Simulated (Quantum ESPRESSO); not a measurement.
**Band energies of CsCl at -0.7 % isotropic strain**

```
CsCl
1.0
    4.03701     0.00000     0.00000
    0.00000     4.03701     0.00000
    0.00000     0.00000     4.03701
Cl Cs
1 1
Direct
  0.50000   0.50000   0.50000
  0.00000   0.00000   0.00000
```

norm-conserving PBEsol (Quantum ESPRESSO, 58 Ry, scalar-relativistic); path ΓXMΓRX,MR; energies in eV from the valence-band maximum.

```csv
k (1/Å),point,band 4,band 5,band 6,band 7,band 8,band 9,band 10,band 11
0.00,Γ,-5.71,-5.71,0.00,0.00,0.00,5.20,5.20,5.35
0.22,,-5.68,-5.68,-0.31,-0.05,-0.05,5.34,5.70,5.90
0.44,,-5.60,-5.60,-0.89,-0.18,-0.18,5.75,6.77,7.33
0.67,,-5.54,-5.54,-1.29,-0.29,-0.29,6.24,7.66,8.85
0.78,X,-5.53,-5.53,-1.35,-0.31,-0.31,6.34,7.81,8.77
1.00,,-5.78,-5.51,-1.14,-0.35,-0.27,6.52,7.83,7.90
1.22,,-6.27,-5.46,-0.76,-0.42,-0.19,6.29,6.67,8.50
1.45,,-6.61,-5.42,-0.48,-0.44,-0.12,5.92,6.02,8.02
1.56,M,-6.65,-5.42,-0.45,-0.45,-0.10,5.86,5.93,7.95
1.78,,-6.49,-5.44,-0.60,-0.41,-0.14,6.03,6.28,8.09
2.00,,-6.12,-5.50,-0.81,-0.33,-0.18,6.28,6.87,8.46
2.22,,-5.82,-5.60,-0.71,-0.20,-0.14,5.99,6.74,6.79
2.55,,-5.71,-5.71,-0.08,-0.02,-0.01,5.26,5.31,5.49
2.66,Γ,-5.71,-5.71,0.00,0.00,0.00,5.20,5.20,5.35
2.75,,-5.73,-5.70,-0.06,-0.01,-0.01,5.26,5.26,5.45
2.95,,-5.81,-5.67,-0.39,-0.11,-0.11,5.76,5.76,6.14
3.23,,-6.02,-5.85,-0.57,-0.41,-0.41,7.19,7.19,7.50
3.43,,-6.16,-6.12,-0.70,-0.70,-0.49,7.50,8.27,8.27
3.62,,-6.26,-6.26,-0.99,-0.99,-0.68,7.45,8.43,8.43
3.91,,-6.33,-6.33,-1.28,-1.28,-1.24,8.54,8.68,8.68
4.00,R,-6.34,-6.34,-1.30,-1.30,-1.30,8.70,8.70,8.70
4.10,,-6.33,-6.32,-1.28,-1.26,-1.24,8.54,8.65,8.69
4.30,,-6.29,-6.21,-1.15,-1.04,-0.86,7.75,8.22,8.60
4.61,,-6.04,-5.90,-0.82,-0.77,-0.24,7.13,7.60,7.71
4.81,,-5.78,-5.68,-1.03,-0.50,-0.18,6.87,7.69,7.69
5.01,,-5.56,-5.55,-1.30,-0.33,-0.29,6.40,7.80,8.71
5.11,X,-5.53,-5.53,-1.35,-0.31,-0.31,6.34,7.81,8.77
5.11,M,-6.65,-5.42,-0.45,-0.45,-0.10,5.86,5.93,7.95
5.20,,-6.64,-5.46,-0.48,-0.48,-0.16,5.99,6.04,7.97
5.40,,-6.56,-5.73,-0.71,-0.71,-0.54,6.76,6.92,8.11
5.59,,-6.44,-6.08,-1.04,-1.04,-0.98,7.80,8.37,8.37
5.88,R,-6.34,-6.34,-1.30,-1.30,-1.30,8.70,8.70,8.70
```

The PBEsol gap is direct, 5.20 eV at Γ.

Geometry strained from the cell relaxed with PBEsol, atoms relaxed again.
